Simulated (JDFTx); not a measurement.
```yaml
surface: TiAl(101), Al/Ti outermost, slab composition Ti4Al4
bulk: TiAl, P4/mmm, lattice of mp-1953 (not re-optimised)
slab: 8 atoms in 4 planes, 1x1, 6.9 Å between the outermost planes
in-plane cell: 2.811 × 4.943 Å, 13.89 Å²
cell_height: 22.9 Å
sampling: 8×4×1 k mesh, Fermi smearing 0.01 Ha, no spin polarisation
```

Whether this polymorph is the ambient one wasn't checked. Neither spin polarisation nor a larger cell was tried.

All numbers are PBE, GBRV ultrasoft potentials, plane waves to 20/100 Ha results from JDFTx (a modified build), not measurements. Vacuum. The outer atoms relax from bulk positions, keeping the cell's symmetry; the lattice is not PBE's own optimum in this code, and that strain can shift the moves by a few hundredths of an ångström. Input:

```
lattice \
  5.3115477048 0.0000000000 0.0000000000 \
  0.0000000000 9.3414587366 0.0000000000 \
  0.0000000000 0.0000000000 43.2747282539
coords-type Lattice
ion Al 0.0000000000 0.5281789400 -0.1514517850 1
ion Al 0.0000000000 0.8514842020 -0.0504839280 0
ion Al 0.0000000000 0.1747894630 0.0504839280 0
ion Al 0.0000000000 0.4980947250 0.1514517850 1
ion Ti 0.5000000000 0.0281789400 -0.1514517850 1
ion Ti 0.5000000000 0.3514842020 -0.0504839280 0
ion Ti 0.5000000000 0.6747894630 0.0504839280 0
ion Ti 0.5000000000 0.9980947250 0.1514517850 1
ion-species pseudo/al_pbe_v1.upf
ion-species pseudo/ti_pbe_v1.4.upf
elec-cutoff 20 100
elec-ex-corr gga-PBE
coulomb-interaction Slab 001
coulomb-truncation-embed 0 0 0
kpoint-folding 8 4 1
elec-smearing Fermi 0.01
lcao-params 10
elec-n-bands 44
electronic-scf nIterations 100 energyDiffThreshold 1e-07
ionic-minimize nIterations 10 energyDiffThreshold 1e-5 knormThreshold 4e-4
dump-name vac.$VAR
dump End State Ecomponents EigStats BandEigs Forces ElecDensity IonicPositions Fillings Kpoints Dtot
```

Question: How far do the free atoms of the upper face move along the normal, and how much energy is released?

Answer: Al (atom 4) 0.09 Å, Ti (atom 8) -0.07 Å (positive: outward). The free energy falls by 0.058 eV per cell, 34 mJ/m².
